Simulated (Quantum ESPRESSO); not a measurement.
```cif
data_Ag6O18Ta6
_chemical_formula_sum 'O18 Ag6 Ta6'
_space_group_name_H-M_alt 'R-3c :H'
_space_group_IT_number 167
_space_group_name_Hall '-R 3 2"c'
_cell_length_a 5.57566
_cell_length_b 5.57566
_cell_length_c 13.93334
_cell_angle_alpha 90.000
_cell_angle_beta 90.000
_cell_angle_gamma 120.000
loop_
_atom_site_label
_atom_site_type_symbol
_atom_site_symmetry_multiplicity
_atom_site_Wyckoff_symbol
_atom_site_fract_x
_atom_site_fract_y
_atom_site_fract_z
_atom_site_occupancy
O1 O 18 e 0.55653 0.55653 0.25000 1
Ag1 Ag 6 a 0.00000 0.00000 0.25000 1
Ta1 Ta 6 b 0.00000 0.00000 0.00000 1
```
(The calculation used a cell of 10 atoms; values per cell refer to that cell.)

The geometry is that of Materials Project entry mp-9890, symmetrised and not relaxed again.

Q: What does PBEsol (pw.x of Quantum ESPRESSO, ONCV potentials, no spin-orbit coupling) give for the electronic structure near the Fermi level?

A: The PBEsol gap is indirect, 1.88 eV, from 33 % of the way from L to P to F; the smallest direct gap is 1.96 eV. Spin-orbit coupling is left out, which matters for elements this heavy: edges can move by tenths of an eV.

The structure is a Materials Project entry; no match was found in the copy of COD used, and its stability was not checked.
